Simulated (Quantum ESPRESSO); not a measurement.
## InGaAlMgSP3 (finding a planted mistake in a log)

Computed values, not a measurement. The program is pw.x of Quantum ESPRESSO 7.5 (plane-wave density functional theory). The cell is made up: 8 atoms on a zincblende/diamond lattice, with randomly drawn elements, strain and displacements, not relaxed. PseudoDojo standard norm-conserving files (v0.5 for PBE, v0.4.1 for LDA and PBEsol) set the functional; there is no spin polarisation, spin-orbit coupling or dispersion term, and the masses in the input are unused placeholders.

Intended input:

```
&control calculation='scf', pseudo_dir='./dojo.nc.sr.pbe.v0_5.standard.upf', outdir='./o', disk_io='medium', tprnfor=.true., tstress=.true. /
&system ibrav=0, nat=8, ntyp=6, nbnd=36, ecutwfc=84.00895049, nosym=.true., tot_charge=0,
 occupations='smearing', smearing='fd', degauss=0.0018374661
/
&electrons conv_thr=7.350e-09, electron_maxstep=60, /
ATOMIC_SPECIES
Al 1.0 Al.upf
Ga 1.0 Ga.upf
In 1.0 In.upf
Mg 1.0 Mg.upf
P 1.0 P.upf
S 1.0 S.upf
CELL_PARAMETERS angstrom
5.7886 0.0021 0.0292
0.0021 5.6979 -0.0605
0.0292 -0.0605 5.6761
ATOMIC_POSITIONS angstrom
In -0.0097 -0.0319 0.0178
Ga 0.0474 2.8415 2.9354
Al 2.9169 -0.0381 2.8889
Mg 3.0062 2.7707 -0.1176
S 1.4797 1.3936 1.418
P 1.4854 4.2062 4.154
P 4.3731 1.3077 4.3117
P 4.3324 4.3118 1.367
K_POINTS automatic
4 4 4 1 1 1
```

The log is shortened where brackets say so; the opening notice, blank lines, dates and the lines on written files are dropped, and the path of the files is cut. It prints rydbergs, bohrs and kilobars, and counts compression as positive stress.

Log of the intended run:

```
     Program PWSCF v.7.5
     Parallel version (MPI & OpenMP), running on       1 processor cores
     Number of MPI processes:                 1
     Threads/MPI process:                     1
     [start-up lines left out]
     bravais-lattice index     =            0
     lattice parameter (alat)  =      10.9390  a.u.
     unit-cell volume          =    1263.2069 (a.u.)^3
     number of atoms/cell      =            8
     number of atomic types    =            6
     number of electrons       =        60.00
     number of Kohn-Sham states=           36
     kinetic-energy cutoff     =      84.0090  Ry
     charge density cutoff     =     336.0358  Ry
     scf convergence threshold =      7.3E-09
     mixing beta               =       0.7000
     number of iterations used =            8  plain     mixing
     Exchange-correlation= PBE
                           (   1   4   3   4   0   0   0)
     [axes and pseudopotential details left out]
   Cartesian axes
     site n.     atom                  positions (alat units)
         1        In     tau(   1) = (  -0.0016757  -0.0055108   0.0030750  )
         2        Ga     tau(   2) = (   0.0081884   0.4908723   0.5070937  )
         3        Al     tau(   3) = (   0.5038978  -0.0065818   0.4990607  )
         4        Mg     tau(   4) = (   0.5193245   0.4786416  -0.0203155  )
         5        S      tau(   5) = (   0.2556199   0.2407460   0.2449611  )
         6        P      tau(   6) = (   0.2566045   0.7266258   0.7176082  )
         7        P      tau(   7) = (   0.7554580   0.2259067   0.7448511  )
         8        P      tau(   8) = (   0.7484270   0.7448683   0.2361508  )
     number of k points=    32  Fermi-Dirac smearing, width (Ry)=  0.0018
                       cart. coord. in units 2pi/alat
        k(    1) = (   0.1243083   0.1283069   0.1282072), wk =   0.0625000
        k(    2) = (   0.1230211   0.1310149   0.3832010), wk =   0.0625000
     [further k points left out]
     Dense  grid:   131423 G-vectors     FFT dimensions: (  64,  64,  64)
     Estimated max dynamical RAM per process >     180.54 MB
     Initial potential from superposition of free atoms
     starting charge      59.9897, renormalised to      60.0000
     Starting wfcs are   43 randomized atomic wfcs
     total cpu time spent up to now is       25.2 secs
     per-process dynamical memory:   112.6 Mb
     Self-consistent Calculation
     iteration #  1     ecut=    84.01 Ry     beta= 0.70
     Davidson diagonalization with overlap
     ethr =  1.00E-02,  avg # of iterations =  4.2
     Threshold (ethr) on eigenvalues was too large:
     Diagonalizing with lowered threshold
     Davidson diagonalization with overlap
     ethr =  7.57E-04,  avg # of iterations =  1.9
     total cpu time spent up to now is      107.1 secs
     total energy              =    -472.95707445 Ry
     estimated scf accuracy    <       0.45560572 Ry
     iteration #  2     ecut=    84.01 Ry     beta= 0.70
     Davidson diagonalization with overlap
     ethr =  7.59E-04,  avg # of iterations =  2.4
     total cpu time spent up to now is      158.0 secs
     total energy              =    -473.07156055 Ry
     estimated scf accuracy    <       0.15361314 Ry
     [iterations 3 to 8 left out]
     iteration #  9     ecut=    84.01 Ry     beta= 0.70
     Davidson diagonalization with overlap
     ethr =  4.73E-10,  avg # of iterations =  2.1
     total cpu time spent up to now is      470.1 secs
     total energy              =    -473.10546839 Ry
     estimated scf accuracy    <       0.00000002 Ry
     iteration # 10     ecut=    84.01 Ry     beta= 0.70
     Davidson diagonalization with overlap
     ethr =  2.73E-11,  avg # of iterations =  3.8
     total cpu time spent up to now is      515.1 secs
     End of self-consistent calculation
     [lines on levels left out]
!    total energy              =    -473.10546839 Ry
     estimated scf accuracy    <          3.1E-09 Ry
     smearing contrib. (-TS)   =      -0.00000000 Ry
     internal energy E=F+TS    =    -473.10546839 Ry
     The total energy is F=E-TS. E is the sum of the following terms:
     one-electron contribution =    -258.97503067 Ry
     hartree contribution      =     157.05570465 Ry
     xc contribution           =    -118.58232176 Ry
     ewald contribution        =    -252.60382062 Ry
     convergence has been achieved in  10 iterations
     Forces acting on atoms (cartesian axes, Ry/au):
     atom    1 type  3   force =     0.01020014   -0.01332370   -0.01071464
     atom    2 type  2   force =    -0.04213891    0.00406018   -0.02334920
     atom    3 type  1   force =     0.00978138   -0.01182286   -0.01163192
     atom    4 type  4   force =    -0.03795921    0.04170543    0.03390738
     atom    5 type  6   force =     0.02464466    0.01426978    0.04025293
     atom    6 type  5   force =     0.03561540    0.00079654   -0.00885191
     atom    7 type  5   force =     0.01678529    0.00332927   -0.08123927
     atom    8 type  5   force =    -0.01692875   -0.03901464    0.06162663
     Total force =     0.153988     Total SCF correction =     0.000192
     Computing stress (Cartesian axis) and pressure
          total   stress  (Ry/bohr**3)                   (kbar)     P=        2.26
  -0.00002043  -0.00003911  -0.00006343           -3.00       -5.75       -9.33
  -0.00003911   0.00003380   0.00014496           -5.75        4.97       21.32
  -0.00006343   0.00014496   0.00003267           -9.33       21.32        4.81
     init_run     :     23.60s CPU     24.86s WALL (       1 calls)
     electrons    :    467.30s CPU    489.89s WALL (       1 calls)
     forces       :      6.91s CPU      6.99s WALL (       1 calls)
     stress       :     23.88s CPU     24.95s WALL (       1 calls)
     [timing details left out]
     PWSCF        :   8m42.18s CPU   9m 7.91s WALL
     JOB DONE.
```

A second run was made from an input with one planted mistake. Its log:

```
     Program PWSCF v.7.5
     Parallel version (MPI & OpenMP), running on       1 processor cores
     Number of MPI processes:                 1
     Threads/MPI process:                     1
     [start-up lines left out]
     bravais-lattice index     =            0
     lattice parameter (alat)  =      10.9390  a.u.
     unit-cell volume          =    1263.2069 (a.u.)^3
     number of atoms/cell      =            8
     number of atomic types    =            6
     number of electrons       =        61.00
     number of Kohn-Sham states=           37
     kinetic-energy cutoff     =      84.0090  Ry
     charge density cutoff     =     336.0358  Ry
     scf convergence threshold =      7.3E-09
     mixing beta               =       0.7000
     number of iterations used =            8  plain     mixing
     Exchange-correlation= PBE
                           (   1   4   3   4   0   0   0)
     [axes and pseudopotential details left out]
   Cartesian axes
     site n.     atom                  positions (alat units)
         1        In     tau(   1) = (  -0.0016757  -0.0055108   0.0030750  )
         2        Ga     tau(   2) = (   0.0081884   0.4908723   0.5070937  )
         3        Al     tau(   3) = (   0.5038978  -0.0065818   0.4990607  )
         4        Mg     tau(   4) = (   0.5193245   0.4786416  -0.0203155  )
         5        S      tau(   5) = (   0.2556199   0.2407460   0.2449611  )
         6        P      tau(   6) = (   0.2566045   0.7266258   0.7176082  )
         7        P      tau(   7) = (   0.7554580   0.2259067   0.7448511  )
         8        P      tau(   8) = (   0.7484270   0.7448683   0.2361508  )
     number of k points=    32  Fermi-Dirac smearing, width (Ry)=  0.0018
                       cart. coord. in units 2pi/alat
        k(    1) = (   0.1243083   0.1283069   0.1282072), wk =   0.0625000
        k(    2) = (   0.1230211   0.1310149   0.3832010), wk =   0.0625000
     [further k points left out]
     Dense  grid:   131423 G-vectors     FFT dimensions: (  64,  64,  64)
     Estimated max dynamical RAM per process >     181.80 MB
     Initial potential from superposition of free atoms
     starting charge      59.9897, renormalised to      61.0000
     Starting wfcs are   43 randomized atomic wfcs
     total cpu time spent up to now is       20.5 secs
     per-process dynamical memory:   112.8 Mb
     Self-consistent Calculation
     iteration #  1     ecut=    84.01 Ry     beta= 0.70
     Davidson diagonalization with overlap
     ethr =  1.00E-02,  avg # of iterations =  4.2
     total cpu time spent up to now is       86.1 secs
     total energy              =    -472.27639578 Ry
     estimated scf accuracy    <       0.72358560 Ry
     iteration #  2     ecut=    84.01 Ry     beta= 0.70
     Davidson diagonalization with overlap
     ethr =  1.19E-03,  avg # of iterations =  3.1
     total cpu time spent up to now is      139.1 secs
     total energy              =    -472.48581592 Ry
     estimated scf accuracy    <       0.39492475 Ry
     [iterations 3 to 9 left out]
     iteration # 10     ecut=    84.01 Ry     beta= 0.70
     Davidson diagonalization with overlap
     ethr =  1.99E-10,  avg # of iterations =  3.2
     total cpu time spent up to now is      477.5 secs
     total energy              =    -472.57772728 Ry
     estimated scf accuracy    <       0.00000002 Ry
     iteration # 11     ecut=    84.01 Ry     beta= 0.70
     Davidson diagonalization with overlap
     ethr =  3.62E-11,  avg # of iterations =  2.6
     total cpu time spent up to now is      514.5 secs
     End of self-consistent calculation
     [lines on levels left out]
!    total energy              =    -472.57772728 Ry
     estimated scf accuracy    <          3.1E-09 Ry
     smearing contrib. (-TS)   =      -0.00062923 Ry
     internal energy E=F+TS    =    -472.57709805 Ry
     The total energy is F=E-TS. E is the sum of the following terms:
     one-electron contribution =    -257.93062382 Ry
     hartree contribution      =     157.21694032 Ry
     xc contribution           =    -119.25959393 Ry
     ewald contribution        =    -252.60382062 Ry
     convergence has been achieved in  11 iterations
     Forces acting on atoms (cartesian axes, Ry/au):
     atom    1 type  3   force =     0.00971218   -0.00853221   -0.01819333
     atom    2 type  2   force =    -0.03985502    0.00201159   -0.01886333
     atom    3 type  1   force =     0.01082034   -0.00535314   -0.00142952
     atom    4 type  4   force =    -0.03844565    0.03838839    0.03066182
     atom    5 type  6   force =     0.03530894    0.01033613    0.03342830
     atom    6 type  5   force =     0.04122553    0.00627716   -0.00716996
     atom    7 type  5   force =     0.00615995   -0.00815530   -0.07664768
     atom    8 type  5   force =    -0.02492627   -0.03497262    0.05821370
     Total force =     0.148189     Total SCF correction =     0.000194
     Computing stress (Cartesian axis) and pressure
          total   stress  (Ry/bohr**3)                   (kbar)     P=      104.08
   0.00069085  -0.00001745  -0.00002897          101.63       -2.57       -4.26
  -0.00001745   0.00073808   0.00014571           -2.57      108.57       21.43
  -0.00002897   0.00014571   0.00069364           -4.26       21.43      102.04
     init_run     :     19.34s CPU     20.21s WALL (       1 calls)
     electrons    :    469.81s CPU    494.01s WALL (       1 calls)
     forces       :      5.15s CPU      5.19s WALL (       1 calls)
     stress       :     22.06s CPU     23.20s WALL (       1 calls)
     [timing details left out]
     PWSCF        :   8m36.75s CPU   9m 3.29s WALL
     JOB DONE.
```

Question: what was wrong in the second input?

Answer: the cell has the wrong charge. The input lines that differ, file-writing options aside:

```
- &system ibrav=0, nat=8, ntyp=6, nbnd=36, ecutwfc=84.00895049, nosym=.true., tot_charge=0,
+ &system ibrav=0, nat=8, ntyp=6, nbnd=37, ecutwfc=84.00895049, nosym=.true., tot_charge=-1,
```

|  | intended run | run with the mistake |
| --- | --- | --- |
| free energy (eV) | -6436.928 | -6429.748 |
| smearing term -TS (eV) | 0.0000 | -0.0086 |
| pressure (GPa) | 0.23 | 10.41 |
| largest force component (eV/Å) | 2.089 | 1.971 |
| largest change of a force component (eV/Å) |  | 0.295 |
| iterations | 10 | 11 |

For scale, a rerun of the intended cell at 1437 eV and a 6 x 6 x 6 mesh moved values by no more than 0.005 eV in energy, 0.02 GPa in stress and 0.007 eV/Å in force. The charged cell sits in a uniform background, so its energy and stress rest on the program's zero of potential. The number of bands, nbnd, was set by rule from the electron count and the smearing, so it follows the mistake.